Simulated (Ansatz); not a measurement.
A geometry of FeSi away from equilibrium: step 6 of the relaxation of a relaxed FeSi cell with every coordinate shifted by Gaussian noise of σ = 0.45 Å. Method: PBEsol (plane waves to 420 eV, PAW, scalar-relativistic; Ansatz, a program for electronic structure). Γ-centred k-mesh 5×5×5 on the run's cell (coarser than for final values), Fermi–Dirac smearing 0.05 eV.

```xyz
8
Lattice="4.4013 -0.0055 -0.0021 -0.0055 4.3875 -0.0090 -0.0021 -0.0090 4.3732" Properties=species:S:1:pos:R:3:forces:R:3 pbc="T T T" free_energy=-20286.469 pressure_GPa=2.4
Fe     0.3644     0.7301     0.5047   -0.1003   -0.3688   -0.1175
Fe     2.5671     1.6823     3.6434   -0.2312    0.2668    0.2586
Fe     3.5327     2.9245     1.4691   -0.1467   -0.2488    0.1512
Fe     1.3239     3.8778     2.6629    0.0139    0.1191   -0.0090
Si     3.4127     3.8272     3.5759    0.1530   -0.3250   -0.0774
Si     1.1981     2.9553     0.5624    0.4547    0.4816    0.0445
Si     0.4398     1.6019     2.7730    0.0140    0.0560   -0.1094
Si     2.6572     0.8054     1.3953   -0.1573    0.0190   -0.1410
```

Positions in Å, forces in eV/Å, free energy of the cell in eV (comparable only within this code, potentials and settings). Largest force: 0.66 eV/Å, on Si6 (atoms numbered as listed); the geometry lies 0.01 eV/atom above the end of its relaxation.

No spin polarisation in the result. A magnetic state may lie lower.
